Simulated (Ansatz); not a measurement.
## One input, then a changed one: Li (bcc type)

First run: DFT, PBE, PAW with Ansatz's default frozen-core files, scalar-relativistic (Ansatz 0.2.0).

Command: `ansatz run input.yaml --threads 1 --pin off --max-ram 2048MiB --backend cpu --events-out ev --progress --plain --runs-dir out` It took 0.76 s on 1 thread of Arm Neoverse V1, with other jobs on the host, peak memory 0.23 GiB.

```yaml
crystal:
  lattice:
    - [-1.2648100268, 1.2648100268, 1.2648100268]
    - [1.2648100268, -1.2648100268, 1.2648100268]
    - [1.2648100268, 1.2648100268, -1.2648100268]
  atoms:
    - { symbol: Li, position: [0.0, 0.0, 0.0] }
kpoints:
  mp_grid: { grid: [17, 17, 17] }
scf:
  occupations: { method: fermi_dirac, width: 0.1 }
hamiltonian:
  xc: pbe
  pseudopotentials: { kind: paw }
output:
  forces: true
  stress: true
  eigenvalues: true
basis:
  ecutwfc: 250
```

The base cell comes from a relaxation on PAW files under the same functional, and the cell shown is scaled from it.

This run: volume at 0.4 of the series' base cell, ecut 250.

It converges in 6 SCF iterations at a pressure of 59.7 GPa, cutoff 250 eV.

The input is then changed:

```diff
   pseudopotentials: { kind: paw }
+  dispersion: d3bjatm
 output:
 basis:
-  ecutwfc: 250
+  ecutwfc: "550 eV"
```

Question: What does the second run give?

Answer: It converges in 6 SCF iterations at a pressure of 52.3 GPa, cutoff 550 eV. More than one line changes, and not each need have an effect.
